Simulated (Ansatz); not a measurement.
As in space group Pm-3m (No. 221; As on 1b) at seven volumes, the program Ansatz at the PBEsol level (PAW), scaled uniformly. One row is withheld.

| V (Å³/atom) | P (GPa) |
|---|---|
| 17.692 | 10.35 |
| 18.275 | ? |
| 18.858 | 2.75 |
| 19.441 | 0.00 |
| 20.025 | -2.44 |
| 20.608 | -4.59 |
| 21.191 | -6.39 |

Task: Fit the shown pressures and predict the withheld one.

Result: Third-order Birch–Murnaghan: P = (3/2)B₀(x^(7/2) − x^(5/2))[1 + (3/4)(B′ − 4)(x − 1)] with x = (V₀/V)^(2/3). Least squares on the six rows gives V₀ = 19.431 Å³/atom, B₀ = 89.09 GPa, B′ = 4.51. At V = 18.275, x = 1.0417 and P = 6.28 GPa. The run itself gave 6.22 GPa.

The workflow started from a Materials Project entry (that database holds measured and hypothetical structures alike); the Crystallography Open Database copy checked does not list it. It is not the phase usual at ambient conditions (space group No. 166). The PBEsol relaxation kept the symmetry of its start; whether a distortion lowers the energy is not shown.

Potentials: the later of the program's two PAW sets.
